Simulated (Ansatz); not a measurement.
The relaxed structure here is a generated cell of Bi: the first start was made by placing the elements on the sites of a structure type, and the end was not matched to a known phase here, so it may be hypothetical. Known forms of Bi include space group No. 166.

The end point of a relaxation of Bi. Space group Pm-3m (No. 221), simple cubic type. Calculation: r2SCAN (plane waves to 500 eV, PAW, scalar-relativistic; Ansatz, a quantum-chemistry and plane-wave program).

```cif
data_Bi
_chemical_formula_sum 'Bi1'
_space_group_name_H-M_alt 'P 1'
_space_group_IT_number 1
_cell_length_a 3.25361
_cell_length_b 3.25361
_cell_length_c 3.25361
_cell_angle_alpha 90.000
_cell_angle_beta 90.000
_cell_angle_gamma 90.000
loop_
_space_group_symop_operation_xyz
  'x, y, z'
loop_
_atom_site_label
_atom_site_type_symbol
_atom_site_fract_x
_atom_site_fract_y
_atom_site_fract_z
_atom_site_occupancy
Bi1 Bi 0.00000 0.00000 0.00000 1
```

```json
{
 "volume_per_atom": "34.44 Å³",
 "band_gap": "zero (metallic)",
 "shortest_distances": "Bi–Bi 3.25 Å",
 "k-mesh": "14×14×14"
}
```

Band energies at high-symmetry points (eV from the Fermi level; labels of this space group; no spin-orbit coupling), from −5 eV up to 5.0 eV:

```json
[
 {"point": "Γ", "energies": "3.38 3.38 3.38"},
 {"point": "X", "energies": "–"},
 {"point": "M", "energies": "-3.23 -3.23 3.17"},
 {"point": "R", "energies": "-1.44 -1.44 -1.44"}
]
```

No spin polarisation in the result.

The run could not lose the symmetry of its start, so the end can be a saddle point.
